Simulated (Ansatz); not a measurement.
YB2:
```yaml
crystal:
  lattice:
    - [3.24715, 0.00000, 0.00000]
    - [-1.62358, 2.81211, 0.00000]
    - [0.00000, 0.00000, 3.79922]
  atoms:
    - { symbol: Y, position: [0.00000, 0.00000, 0.00000] }
    - { symbol: B, position: [0.33333, 0.66667, 0.50000] }
    - { symbol: B, position: [0.66667, 0.33333, 0.50000] }
```

Relaxed with LDA. Special points in fractions of this cell's reciprocal vectors: Γ (0.000, 0.000, 0.000); M (0.500, 0.000, 0.000); K (0.333, 0.333, 0.000); A (0.000, 0.000, 0.500); L (0.500, 0.000, 0.500); H (0.333, 0.333, 0.500).

Problem. List the band energies nearest the Fermi level at these points for the program Ansatz at the LDA level (PAW).

Solution. In eV from the Fermi level; about four levels below and three above (degenerate sets whole), none deeper than 8.9 eV; points with the same levels are listed once.

```json
[
 {"k": "Γ", "below": "-1.11 -0.69 -0.69 -0.68", "above": "5.57 5.57 5.77"},
 {"k": "M", "below": "-6.70 -2.27 -1.49 -0.62", "above": "3.09 4.68 6.62"},
 {"k": "K", "below": "-5.95 -5.95 -4.92 -0.85 -0.85", "above": "3.32 3.32 5.60"},
 {"k": "A", "below": "-8.79 -5.04", "above": "0.41 0.41 2.80 2.80"},
 {"k": "L", "below": "-5.31 -2.64 -2.19 -0.25", "above": "5.08 5.51 7.58"},
 {"k": "H", "below": "-6.87 -6.87 -3.23 -0.71 -0.71", "above": "6.19 7.79 7.79"}
]
```

Space group P6/mmm. The first step of the workflow began from a Materials Project structure, measured or hypothetical; the Crystallography Open Database files this formula in space group No. 191, but the cells were not matched. Its standing as an ambient phase is unchecked. The cell was relaxed with LDA under the symmetry of its start; of distortions, only those at the zone centre were tested. No spin polarisation was allowed. Spin–orbit coupling is left out wherever it is not named.

Potentials: the later of the program's two PAW sets.
